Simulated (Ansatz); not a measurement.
Task: Each is relaxed and computed with DFT-r²SCAN in the program Ansatz with PAW potentials. Which is the only metal?
(A) BaTiO3, cubic perovskite
(B) Ti5As3, Pnma (Pearson symbol oP32)
(C) Ba2Zn3As2O2, I4/mmm (Pearson symbol tI18)
(D) TiO2, P2_1/c (Ti on 4e, O on 4e, O on 4e)

Result: B, Ti5As3, Pnma (Pearson symbol oP32). Ti5As3: metal; Ba2Zn3As2O2: gap 0.65 eV (indirect); TiO2: gap 2.70 eV (indirect); BaTiO3: gap 2.17 eV (indirect). Not the usual ambient phase: TiO2, P2_1/c (Ti on 4e, O on 4e, O on 4e); BaTiO3, cubic perovskite. Standing as an ambient phase not checked: Ti5As3, Pnma (Pearson symbol oP32); Ba2Zn3As2O2, I4/mmm (Pearson symbol tI18). All cells were relaxed under the symmetry of their starts (and spin orders); stability against distortions was not tested throughout. Rows with no word on spin ran without spin polarisation. Scalar-relativistic: spin–orbit coupling is off unless named, which matters more the heavier the elements.

Potentials: the later of the program's two PAW sets.
